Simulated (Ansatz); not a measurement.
Problem. Name crystals whose computed values (the program Ansatz at the LDA level (PAW)) fall in these windows: electron conductivity mass (mₑ) 0.43 to 0.56; highest Γ mode, no LO–TO term (cm⁻¹) 290 to 370.

Solution. 

| crystal | electron conductivity mass (mₑ) | highest Γ mode, no LO–TO term (cm⁻¹) |
|---|---|---|
| Sb2S3, Pnma (Pearson symbol oP20) | 0.47 | 323 |
| MoSe2, P6_3/mmc (Mo on 2c, Se on 4f) | 0.50 | 357 |
| CaO, rock salt | 0.53 | 290 |
| HfS2, CdI2 type | 0.48 | 333 |
Others may fit too.

Weakly bound layers, chains or molecules computed without a dispersion correction, so cells and soft constants are ill determined: Sb2S3, Pnma (Pearson symbol oP20); MoSe2, P6_3/mmc (Mo on 2c, Se on 4f); HfS2, CdI2 type. All cells were relaxed under the symmetry of their starts (and spin orders); stability against distortions was not tested throughout. Rows with no word on spin ran without spin polarisation. Spin–orbit coupling is left out wherever it is not named.

Potentials: the later of the program's two PAW sets.
